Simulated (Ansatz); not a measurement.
Here is an unrelaxed guess for LiP3.

```xyz
16
Lattice="5.9892 0.0000 0.0000 -2.9946 5.1868 0.0000 0.0000 0.0000 4.5508" Properties=species:S:1:pos:R:3 pbc="T T T"
Li    0.0000    0.0000    1.1377
Li    0.0000    3.4579    1.1377
Li    0.0000    0.0000    3.4131
Li    2.9946    1.7289    3.4131
P    -0.9982    1.7289    4.5131
P     1.9964    3.4579    4.5131
P     1.9964    0.0000    4.5131
P     0.9982    1.7289    0.0377
P    -1.9964    3.4579    0.0377
P     3.9928    0.0000    0.0377
P     0.9982    1.7289    2.2377
P    -1.9964    3.4579    2.2377
P     3.9928    0.0000    2.2377
P    -0.9982    1.7289    2.3131
P     1.9964    3.4579    2.3131
P     1.9964    0.0000    2.3131
```

Level of theory: Ansatz 0.2.0, DFT PBE, scalar-relativistic, plane waves, PAW. Cutoff 420 eV; k points 3×3×4 on the computed 16-atom cell (Γ-centred); Gaussian smearing, width 0.10 eV; no spin polarisation.

The zero of energy is the elements' standard structures at the same level; no fitted shifts are applied. The references include black phosphorus.

Question: Estimate its pressure, forces and energy as it stands.

Answer: The pressure is 111.6 GPa (the mean over three directions, positive in compression), the largest force is 0.56 eV/Å, and the energy is +1.55 eV/atom against the elements. The shortest distance is 2.00 Å.

Question: How much does it gain on relaxing, and where does it end?

Answer: Relaxing gains about 1.7 eV/atom (the start's value is from the coarse mesh, so the gain is rough) in 26 ionic steps and ends at −0.13 eV/atom on the finer mesh. The symmetry goes from P6_3/m (No. 176) to P6_3/mmc (No. 194). The volume per atom grows by 99.5 %, from 8.8 to 17.6 Å³. The shortest distance goes from 2.00 Å (P–P) to 2.24 Å (P–P). Conventional cell: a = 7.895 Å, c = 5.226 Å. Around Li on its first site lie 6 P at 2.60 Å, 2 Li at 2.61 Å and 6 P at 2.79 Å; Li on its second site has 6 P at 2.67 Å; P is surrounded by 1 P at 2.24 Å, 2 P at 2.38 Å and 3 Li at 2.60–2.79 Å.

The last run used a 6×6×8 mesh (in the run's order of axes) for its 16-atom cell and Gaussian smearing of 0.10 eV. The reference form of P is held partly by dispersion forces, which this level lacks. The relaxation can't lower the symmetry of the start. A structure relaxed within its symmetry needn't be a true minimum.
